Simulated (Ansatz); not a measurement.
The start is a generated cell, TiFe placed in the AFLOW prototype AB_tP8_136_g_f (as in BeO). Cell shape, volume and atoms are optimised at zero target pressure with PBE (plane waves to 420 eV, PAW, scalar-relativistic; Ansatz, a quantum-chemistry and plane-wave program). The first steps use a coarse 6×6×10 k-mesh.

Initial structure:
```
TiFe
1.0
    5.60385     0.00000     0.00000
    0.00000     5.60385     0.00000
    0.00000     0.00000     3.23254
Fe Ti
4 4
Direct
  0.33600   0.66400   0.00000
  0.83600   0.83600   0.50000
  0.16400   0.16400   0.50000
  0.66400   0.33600   0.00000
  0.31000   0.31000   0.00000
  0.81000   0.19000   0.50000
  0.19000   0.81000   0.50000
  0.69000   0.69000   0.00000
```
Spin-polarised start, with parallel moments on Fe.

**Question.** How does the volume change?

**Answer.** +14.7 %, from 12.69 to 14.56 Å³/atom.

**Question.** Is the relaxed structure metallic? Give its gap.

**Answer.** No gap (metallic).

**Question.** What magnetic moments remain?

**Answer.** Net 0.46 μB/atom, ferrimagnetic.

**Question.** Write out the relaxed structure.

**Answer.** 
```cif
data_Fe4Ti4
_chemical_formula_sum 'Fe4 Ti4'
_space_group_name_H-M_alt 'P42/mnm'
_space_group_IT_number 136
_space_group_name_Hall '-P 4n 2n'
_cell_length_a 4.87637
_cell_length_b 4.87637
_cell_length_c 4.89747
_cell_angle_alpha 90.000
_cell_angle_beta 90.000
_cell_angle_gamma 90.000
loop_
_atom_site_label
_atom_site_type_symbol
_atom_site_symmetry_multiplicity
_atom_site_Wyckoff_symbol
_atom_site_fract_x
_atom_site_fract_y
_atom_site_fract_z
_atom_site_occupancy
Fe1 Fe 4 g 0.19438 0.19438 0.50000 1
Ti1 Ti 4 f 0.20784 0.20784 0.00000 1
```

The space group stays P4₂/mnm (No. 136) (the run could not lower it), with 8 atoms in the primitive magnetic cell. Final values are on a 10×10×10 k-mesh of the relaxed cell. The start holds a very short contact (Ti–Fe 1.99 Å). Spin state reached: ferrimagnetic (net 0.46 μB/atom), from parallel starting moments; other spin orders were not run from this start.

The run could not lower the symmetry of its start; a shaken copy of this end point relaxes with PBE to P1 (No. 1), 0.42 eV/atom lower.

The relaxed structure here is a generated cell of TiFe: the first start was made by placing the elements on the sites of a structure type, and the end was not matched to a known phase here, so it may be hypothetical. Known forms of TiFe include space group No. 221.
